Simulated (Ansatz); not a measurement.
**Two-dimensional strain map in TePt**

Level of theory: DFT PBEsol, scalar-relativistic, plane waves, PAW (Ansatz 0.2.0). Settings: plane waves to 420 eV, k-mesh 12×12×10 (Γ-centred), Gaussian smearing 0.15 eV. Spin–orbit coupling is left out, which can shift energies with elements as heavy as these. No spin polarisation. Energies are free energies at this smearing, counted from the undisturbed cell; pressure is positive in compression.

The starting cell (as given, not relaxed at this level; it stands at 11.7 GPa, and it needn't be the usual structure):

```
Te Pt
1.0
     4.11100    0.00000    0.00000
    -2.05550    3.56023    0.00000
     0.00000    0.00000    5.44600
Te Pt
2 2
Direct
  0.33333 0.66667 0.25000
  0.66667 0.33333 0.75000
  0.00000 0.00000 0.00000
  0.00000 0.00000 0.50000
```

The cell is strained by p along both x and y and by q along z, fractional coordinates fixed. Points are written (p, q). At 12 GPa the given cell is far from its own equilibrium, so these figures belong to a strongly strained crystal.

Energy above the undisturbed cell in meV/atom (a dash: not computed):

| p \ q | -0.080 | -0.040 | 0.000 | 0.040 | 0.080 |
| --- | --- | --- | --- | --- | --- |
| -0.080 | 1259.2 | 897.5 | ? | 454.2 | 326.7 |
| -0.040 | ? | 368.7 | 208.0 | 113.3 | ? |
| 0.000 | 269.5 | 90.1 | 0.0 | -30.2 | -19.6 |
| 0.040 | 121.2 | ? | -45.9 | -30.9 | 20.4 |
| 0.080 | 118.5 | 32.3 | 25.0 | 70.2 | 149.1 |

(1) Fill in the withheld energies.

Results:

(1) (-0.080, 0.000): 638.0; (-0.040, -0.080): 623.8; (-0.040, 0.080): 66.9; (0.040, -0.040): -4.6.